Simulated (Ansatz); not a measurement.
The start is a relaxed ZnInGaO4 cell with one Zn and one Ga atom exchanged in a cell of 7 atoms. The cell and all atomic positions are relaxed at zero pressure with r2SCAN (plane waves to 500 eV, PAW, scalar-relativistic; Ansatz, a first-principles code). The first steps use a coarse 8×8×8 k-mesh.

Input geometry:
```yaml
crystal:
  lattice:
    - [1.65554, 0.95582, 8.58722]
    - [-1.65554, 0.95582, 8.58722]
    - [0.00000, -1.91165, 8.58722]
  atoms:
    - { symbol: In, position: [0.99693, 0.99693, 0.99693] }
    - { symbol: Zn, position: [0.21290, 0.21290, 0.21290] }
    - { symbol: Ga, position: [0.78127, 0.78127, 0.78127] }
    - { symbol: O, position: [0.13652, 0.13652, 0.13652] }
    - { symbol: O, position: [0.87896, 0.87896, 0.87896] }
    - { symbol: O, position: [0.28862, 0.28862, 0.28862] }
    - { symbol: O, position: [0.70481, 0.70481, 0.70481] }
```

How much energy is released per atom?

0.26 eV/atom.

How do the shortest distances between atoms change?

The closest pairs of elements (up to four, under 3.6 Å), start → end: Ga–O 1.97 → 1.91 Å; O–Zn 1.91 → 1.97 Å; In–O 2.19 → 2.19 Å; O–O 2.73 → 2.73 Å.

Is the relaxed structure metallic? Give its gap.

1.77 eV, direct at Γ (no spin-orbit coupling).

Relaxed structure:

Space group R3m, hexagonal axes (No. 160); a = b = 3.3108 Å, c = 25.7637 Å, α = β = 90.00°, γ = 120.00°

```json
[
 {"atom": "In", "site": "3a", "symmetry": "3m", "x": "0.0000", "y": "0.0000", "z": "0.9969"},
 {"atom": "Zn", "site": "3a", "symmetry": "3m", "x": "0.0000", "y": "0.0000", "z": "0.7813"},
 {"atom": "Ga", "site": "3a", "symmetry": "3m", "x": "0.0000", "y": "0.0000", "z": "0.2129"},
 {"atom": "O", "site": "3a", "symmetry": "3m", "x": "0.0000", "y": "0.0000", "z": "0.8790"},
 {"atom": "O", "site": "3a", "symmetry": "3m", "x": "0.0000", "y": "0.0000", "z": "0.1365"},
 {"atom": "O", "site": "3a", "symmetry": "3m", "x": "0.0000", "y": "0.0000", "z": "0.7048"},
 {"atom": "O", "site": "3a", "symmetry": "3m", "x": "0.0000", "y": "0.0000", "z": "0.2886"}
]
```
(The calculation used a cell of 7 atoms; values per cell refer to that cell.)

Final values are on a 12×12×12 k-mesh of the relaxed cell. No spin polarisation in the result.

The run could not lose the symmetry of its start.
